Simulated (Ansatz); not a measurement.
Structure: KLiF₂ as one 4-atom ordering (R-3m) on the rocksalt lattice, at its r2SCAN minimum. Space group R-3m (No. 166), trigonal; conventional cell a = 3.245 Å, c = 16.947 Å, 12.88 Å³ an atom. Li has 6 F at 2.17 Å; K has 6 F at 2.55 Å; F has 3 Li at 2.17 Å and 3 K at 2.55 Å.

```
CELL_PARAMETERS angstrom
1.62230 0.93664 5.64890
-1.62230 0.93664 5.64890
0.00000 -1.87328 5.64890
ATOMIC_POSITIONS crystal
Li 0.00000 0.00000 0.00000
K 0.50000 0.50000 0.50000
F 0.26895 0.26895 0.26895
F 0.73105 0.73105 0.73105
```

4 runs of the plane-wave code Ansatz on this cell differ in the functional (and in the settings that go with it). Levels are in eV from each run's valence top; v1 is the last filled band, c1 the first empty one.

Run A, mean stress +1.1 GPa (compression positive):
```
point     v4     v3     v2     v1     c1     c2
    Γ  -0.44  -0.14  -0.14   0.00   8.77  11.44
    T  -0.32  -0.32  -0.26  -0.26   9.46  11.45
   H₂  -1.24  -0.94  -0.28  -0.22  11.94  12.23
    L  -0.88  -0.80  -0.18  -0.14  10.11  12.47
   S₀  -1.28  -0.91  -0.34  -0.20  12.03  12.17
    F  -0.70  -0.57  -0.40  -0.37  10.11  13.21
```

Run B, mean stress 0.0 GPa (compression positive):
```
point     v4     v3     v2     v1     c1     c2
    Γ  -0.44  -0.14  -0.14   0.00   7.45   9.92
    T  -0.32  -0.32  -0.26  -0.26   8.08  10.11
   H₂  -1.20  -0.92  -0.27  -0.22  10.37  10.68
    L  -0.85  -0.77  -0.19  -0.13   8.57  11.06
   S₀  -1.23  -0.89  -0.33  -0.20  10.46  10.62
    F  -0.67  -0.54  -0.39  -0.37   8.55  11.90
```

Run C, mean stress +2.7 GPa (compression positive):
```
point     v4     v3     v2     v1    c1     c2
    Γ  -0.42  -0.13  -0.13   0.00  6.70   9.17
    T  -0.31  -0.31  -0.25  -0.25  7.38   9.26
   H₂  -1.20  -0.92  -0.27  -0.22  9.70   9.98
    L  -0.84  -0.78  -0.18  -0.14  7.94  10.14
   S₀  -1.24  -0.89  -0.33  -0.20  9.78   9.92
    F  -0.67  -0.55  -0.39  -0.36  7.93  11.01
```

Run D, mean stress +1.0 GPa (compression positive):
```
point     v4     v3     v2     v1     c1     c2
    Γ  -0.45  -0.14  -0.14   0.00   9.54  12.23
    T  -0.33  -0.33  -0.26  -0.26  10.23  12.22
   H₂  -1.25  -0.95  -0.28  -0.23  12.73  13.02
    L  -0.89  -0.81  -0.18  -0.14  10.90  13.25
   S₀  -1.29  -0.92  -0.34  -0.20  12.82  12.96
    F  -0.70  -0.57  -0.41  -0.38  10.89  13.99
```

Question: Match the runs to PBE, r2SCAN, HSE06, PBE0.

Answer: A is HSE06, B is r2SCAN, C is PBE, D is PBE0. In order of the gap: PBE 6.70, r2SCAN 7.45, HSE06 8.77, PBE0 9.54 eV. The stress vanishes for r2SCAN, which relaxed the cell.

Spin-unpolarised throughout. Whether this structure exists isn't addressed.

The program warns that its thresholds are loose for a hybrid's stress.
